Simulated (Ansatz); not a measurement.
Ga:
```
Ga
1.0
    2.92577     0.00000     0.00000
   -1.46289     2.53379     0.00000
    0.00000     0.00000     4.84354
Ga
2
Direct
  0.33333   0.66667   0.75000
  0.66667   0.33333   0.25000
```

Relaxed with r²SCAN. Special points in fractions of this cell's reciprocal vectors: Γ (0.000, 0.000, 0.000); M (0.500, 0.000, 0.000); K (0.333, 0.333, 0.000); A (0.000, 0.000, 0.500); L (0.500, 0.000, 0.500); H (0.333, 0.333, 0.500).

Q: List the band energies nearest the Fermi level at these points for plane-wave PAW r²SCAN (Ansatz code).

A: In eV from the Fermi level; about four levels below and three above (degenerate sets whole), none deeper than 8.9 eV; … stands for higher levels left out; points with the same levels are listed once.

| k | below | above |
|---|---|---|
| Γ | -5.41 -4.59 | 10.90 10.90 12.95 12.95 |
| M | -5.97 -5.30 | 0.50 0.63 0.97 |
| K | -3.95 -3.95 -2.56 | 2.66 2.66 2.73 |
| A | – | 3.66 3.66 … |
| L | -4.30 -4.30 -3.51 -3.51 | 7.32 7.32 … |
| H | -2.00 -2.00 -0.80 -0.80 | … |

Space group P6_3/mmc (hcp (Mg type)). The start of the workflow was typed in or built on a structure type; neither database checked (COD, Materials Project) lists it. It is not the phase usual at ambient conditions (space group No. 64). The cell was relaxed with r²SCAN under the symmetry of its start. At this level the phase is mechanically unstable. Scalar-relativistic: spin–orbit coupling is off unless named, which matters more the heavier the elements.

Potentials: the earlier of the program's two PAW sets.
